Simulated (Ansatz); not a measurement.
Total density of states per atom from PBEsol in the plane-wave PAW code Ansatz, in 0.25 eV bins, energy from the Fermi level:

(E (eV), states/eV/atom): (-7.85, 0.30); (-7.60, 0.27); (-7.35, 0.25); (-7.10, 0.24); (-6.85, 0.23); (-6.60, 0.23); (-6.35, 0.22); (-6.10, 0.21); (-5.85, 0.07); (-5.60, 0.10); (-5.35, 0.15); (-5.10, 0.21); (-4.85, 0.19); (-4.60, 0.20); (-4.35, 0.30); (-4.10, 0.28); (-3.85, 0.40); (-3.60, 0.28); (-3.35, 0.62); (-3.10, 0.65); (-2.85, 0.88); (-2.60, 0.58); (-2.35, 0.27); (-2.10, 0.36); (-1.85, 1.14); (-1.60, 0.80); (-1.35, 0.50); (-1.10, 0.39); (-0.85, 0.36); (-0.60, 0.25); (-0.35, 0.16); (-0.10, 0.07); (0.15, 0.15); (0.40, 0.24); (0.65, 0.33); (0.90, 0.37); (1.15, 0.34); (1.40, 0.46); (1.65, 0.63); (1.90, 0.54); (2.15, 0.61); (2.40, 0.71); (2.65, 0.56); (2.90, 0.39); (3.15, 0.56); (3.40, 0.59); (3.65, 0.74); (3.90, 0.75); (4.15, 0.51); (4.40, 0.64); (4.65, 0.62)

Question: Pick the material that matches.
A. ZnGeP2, chalcopyrite
B. Ge, Im-3m (Ge on 12d)
C. CdHgTe2, R3m (Cd on 3a, Hg on 3a, Te on 3a, Te on 3a)
D. W, Fd-3m (W on 8a, W on 16d)

Answer: B, Ge, Im-3m (Ge on 12d). Within 0.5 eV of the Fermi level: Ge 4p 79 %, Ge 4s 18 %. Projections are on Löwdin-orthogonalised atomic valence shells; empty p or d shells of many metals are not among them.

The start of the workflow was typed in or built on a structure type; the Crystallography Open Database copy checked does not list it. It is not the phase usual at ambient conditions (space group No. 227). Symmetry was held in the PBEsol relaxation; of distortions, only those at the zone centre were tested. The volume moved by 22 % from the start of the relaxation. Scalar-relativistic: spin–orbit coupling is off unless named, which matters more the heavier the elements.

Potentials: the later of the program's two PAW sets.
